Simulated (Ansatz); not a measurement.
# ScZn under strong compression

```xyz
2
Lattice="3.3500 0.0000 0.0000 0.0000 3.3500 0.0000 0.0000 0.0000 3.3500" Properties=species:S:1:pos:R:3 pbc="T T T"
Sc    0.0000    0.0000    0.0000
Zn    1.6750    1.6750    1.6750
```

The base volume is that of a database entry, with shape and atoms relaxed on PAW files at held volume, so it needn't be at zero pressure; the structure needn't be the stable phase, at rest or compressed.

Its volume is scaled, and at each volume shape and atoms are relaxed on PAW files; all methods then take that cell.

All numbers are PBEsol results (scalar-relativistic) from Ansatz 0.2.0, with a Γ-centred 11×11×11 k mesh, Fermi–Dirac smearing of 0.05 eV, no spin polarisation. Methods: LAPW: all electrons, basis error target 1 meV/atom; PAW: frozen-core files, cutoff 420 eV; norm-conserving: pseudopotentials, cutoff 1143 eV.

Energies are extrapolated to zero smearing and count from the unscaled cell; pressure is positive in compression; gaps take the mesh and a band path. No temperature or zero-point motion is included.

The PAW files were made under PBE.

| V/V0 | V (Å³/atom) | P LAPW (GPa) | ΔE LAPW (eV/atom) | P PAW − LAPW (GPa) | ΔE PAW − LAPW (meV/atom) | space group | shortest distance (Å) |
| --- | --- | --- | --- | --- | --- | --- | --- |
| 1.00 | 18.80 | -3.37 | 0.000 | 0.00 | 0.0 | Pm-3m | 2.901 |
| 0.85 | 15.98 | 12.69 | 0.063 | 0.00 | 0.0 | Pm-3m | 2.748 |
| 0.75 | 14.10 | 33.7 | 0.324 | 0.01 | 0.1 | Pm-3m | 2.636 |
| 0.45 | 8.46 | 271.9 | ? | -0.12 | -0.5 | Pm-3m | 2.223 |

Question: Fill in "ΔE LAPW (eV/atom)" for the row "0.45".

Answer: 4.389.

Question: At the smallest volume, how far does norm-conserving lie from LAPW in pressure?

Answer: norm-conserving: -0.04 GPa, on a LAPW pressure of 271.9 GPa.
